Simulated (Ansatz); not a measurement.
A relaxed cell of In3Se is given with its symmetry left out. The cell was found from a structure generator's guess, not taken from experiment.

Theory: DFT PBE, scalar-relativistic, plane waves, PAW in Ansatz. Cutoff 420 eV, Γ-centred mesh, Gaussian smearing, no spin polarisation.

```
In Se
1.0
     4.01593    0.00000    0.00000
    -2.00797    3.47790    0.00000
     0.00000    0.00000    8.22664
In Se
3 1
Direct
  0.00000 0.00000 0.50000
  0.33333 0.66667 0.22231
  0.66667 0.33333 0.77769
  0.00000 0.00000 0.00000
```

The zero of energy is the elements' standard structures at the same level; no fitted shifts are applied.

Question: Find its symmetry and describe it.

Answer: P-3m1 (No. 164). Conventional cell: a = 4.016 Å, c = 8.227 Å. In on a site of symmetry -3m has 6 In at 3.25 Å, 6 In at 4.02 Å and 2 Se at 4.11 Å; around In on a site of symmetry 3m lie 3 Se at 2.95 Å and 3 In at 3.25 Å; Se is surrounded by 6 In at 2.95 Å, 6 Se at 4.02 Å and 2 In at 4.11 Å.

Question: What is its formation energy per atom?

Answer: −0.17 eV/atom. A negative formation energy is needed for stability but isn't enough: competing phases decide.

Question: Is it a metal?

Answer: Yes, bands cross the Fermi level on the 12×12×6 mesh.

The last run used a 12×12×6 mesh (in the run's order of axes) for its 4-atom cell and Gaussian smearing of 0.10 eV. An odd number of electrons in the primitive cell allows no gap without spin; a larger cell or a magnetic state could open one. The reference form of Se is held partly by dispersion forces, which this level lacks. A later test with randomly moved atoms ended 11 meV/atom lower on a coarse mesh, in P2_1/m at a loose tolerance, which is no clear verdict on its stability.
